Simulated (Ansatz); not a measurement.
Relaxed-ion elastic tensor of Ni (simple cubic, space group No. 221) in GPa (Voigt order), the program Ansatz at the PBEsol level (PAW); density 8.13 g/cm³, 11.99 Å³ per atom.

|  | 1 | 2 | 3 | 4 | 5 | 6 |
|---|---|---|---|---|---|---|
| 1 | 412 | 41.2 | 41.2 | 0.0 | 0.0 | 0.0 |
| 2 | 41.2 | 412 | 41.2 | 0.0 | 0.0 | 0.0 |
| 3 | 41.2 | 41.2 | 412 | 0.0 | 0.0 | 0.0 |
| 4 | 0.0 | 0.0 | 0.0 | -37.0 | 0.0 | 0.0 |
| 5 | 0.0 | 0.0 | 0.0 | 0.0 | -37.0 | 0.0 |
| 6 | 0.0 | 0.0 | 0.0 | 0.0 | 0.0 | -37.0 |

Question: Is the crystal mechanically stable?

Answer: No: the smallest eigenvalue of C is -37.0 GPa.

Space group Pm-3m (simple cubic). A made-up cell: these elements were put on the sites of a structure type; neither database checked (COD, Materials Project) lists it. It is not the phase usual at ambient conditions (space group No. 225). The cell was relaxed with PBEsol under the symmetry of its start. At this level the phase is mechanically unstable. Magnetic state: ferromagnetic, chosen from 3 collinear starts compared on coarse meshes (ties went to the first, and starts can fall back to one state), not a proven ground state. As this level gives no gap, shear constants depend on the k-mesh and smearing (Fermi–Dirac, 0.1 eV here). On the denser mesh and wider smearing of the elastic run this cell carries a stress of 0.4 GPa.

Potentials: the later of the program's two PAW sets.
